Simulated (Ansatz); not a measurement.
A geometry of GaPt away from equilibrium: the start of the relaxation of a relaxed GaPt cell squeezed uniformly to 70 % of its volume. Calculation: PBEsol (plane waves to 420 eV, PAW, scalar-relativistic; Ansatz, an electronic-structure program). Γ-centred k-mesh 8×8×8 on the run's cell (coarser than for final values), Fermi–Dirac smearing 0.05 eV.

```xyz
8
Lattice="4.3532 0.0000 0.0000 0.0000 4.3532 0.0000 0.0000 0.0000 4.3532" Properties=species:S:1:pos:R:3 pbc="T T T"
Ga     0.4058     0.4058     0.4058
Ga     1.7708     3.9474     2.5824
Ga     2.5824     1.7708     3.9474
Ga     3.9474     2.5824     1.7708
Pt     1.7322     1.7322     1.7322
Pt     0.4444     2.6210     3.9088
Pt     3.9088     0.4444     2.6210
Pt     2.6210     3.9088     0.4444
```

Task: Predict the force on each atom, in eV/Å.

Result: 
```json
[
 {"atom": "Ga1", "Fx": "0.52", "Fy": "0.52", "Fz": "0.52"},
 {"atom": "Ga2", "Fx": "-0.52", "Fy": "-0.52", "Fz": "0.52"},
 {"atom": "Ga3", "Fx": "0.52", "Fy": "-0.52", "Fz": "-0.52"},
 {"atom": "Ga4", "Fx": "-0.52", "Fy": "0.52", "Fz": "-0.52"},
 {"atom": "Pt5", "Fx": "0.72", "Fy": "0.72", "Fz": "0.72"},
 {"atom": "Pt6", "Fx": "-0.72", "Fy": "-0.72", "Fz": "0.72"},
 {"atom": "Pt7", "Fx": "0.72", "Fy": "-0.72", "Fz": "-0.72"},
 {"atom": "Pt8", "Fx": "-0.72", "Fy": "0.72", "Fz": "-0.72"}
]
```

Task: What is the pressure?

Result: +173 GPa, compression positive.

Task: How much energy per atom can still be gained by relaxing?

Result: 1.68 eV/atom; the path ends in P2₁3 (No. 198) (AFLOW prototype AB_cP8_198_a_a (B20, as in FeSi)).

No spin polarisation in the result.

The run could not lose the symmetry of its start.

The cell that was disturbed is our relaxation of an entry of Materials Project.
